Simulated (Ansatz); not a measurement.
Cr$_{3}$Ru in space group Cmmm (No. 65; Cr on 4l, Cr on 2d, Ru on 2a) at seven volumes, plane-wave PAW PBEsol (Ansatz code), shape and atoms relaxed at each. One row is withheld.

```csv
V (Å³/atom),P (GPa)
10.825,33.45
11.182,20.46
11.539,9.40
11.895,0.00
12.252,-8.00
12.609,-14.80
12.966,?
```

Fit the shown pressures and predict the withheld one.

Third-order Birch–Murnaghan: P = (3/2)B₀(x^(7/2) − x^(5/2))[1 + (3/4)(B′ − 4)(x − 1)] with x = (V₀/V)^(2/3). Least squares on the six rows gives V₀ = 11.896 Å³/atom, B₀ = 288.7 GPa, B′ = 4.36. At V = 12.966, x = 0.9442 and P = -20.62 GPa. The run itself gave -20.57 GPa.

The first step of the workflow began from a Materials Project structure, measured or hypothetical; the Crystallography Open Database copy checked does not list it. With Cr and Ru taken as one species the cell has the higher symmetry Im-3m, so it may be an ordered model of a mixed-site phase. Its standing as an ambient phase is unchecked. Symmetry was held in the PBEsol relaxation. At this level the phase is dynamically unstable (imaginary phonons). No spin polarisation was allowed. Its formation energy is positive at this level, so the cell may be metastable or incomplete.

Potentials: the later of the program's two PAW sets.
